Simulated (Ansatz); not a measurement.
AlRu:
```yaml
crystal:
  lattice:
    - [2.98245, 0.00000, 0.00000]
    - [0.00000, 2.98245, 0.00000]
    - [0.00000, 0.00000, 2.98245]
  atoms:
    - { symbol: Ru, position: [0.00000, 0.00000, 0.00000] }
    - { symbol: Al, position: [0.50000, 0.50000, 0.50000] }
```

Relaxed with r²SCAN. Special points in fractions of this cell's reciprocal vectors: Γ (0.000, 0.000, 0.000); X (0.000, 0.500, 0.000); M (0.500, 0.500, 0.000); R (0.500, 0.500, 0.500).

**Question.** List the band energies nearest the Fermi level at these points for r²SCAN with spin–orbit coupling (plane waves, PAW; program Ansatz).

**Answer.** In eV from the Fermi level; about four levels below and three above (degenerate sets whole), none deeper than 8.9 eV; points with the same levels are listed once.

```
k                                below                above
-  -----------------------------------  -------------------
Γ              -3.75 -3.75 -3.75 -3.75  0.08 0.08 0.08 0.08
X              -1.79 -1.79 -1.67 -1.67  0.42 0.42 2.54 2.54
M              -1.34 -1.34 -1.23 -1.23  1.72 1.72 5.72 5.72
R  -5.01 -5.01 -5.01 -5.01 -4.92 -4.92  1.82 1.82 1.82 1.82
```

Space group Pm-3m (CsCl type). The r²SCAN relaxation kept the symmetry of its start. No spin polarisation was allowed.

Potentials: the earlier of the program's two PAW sets.
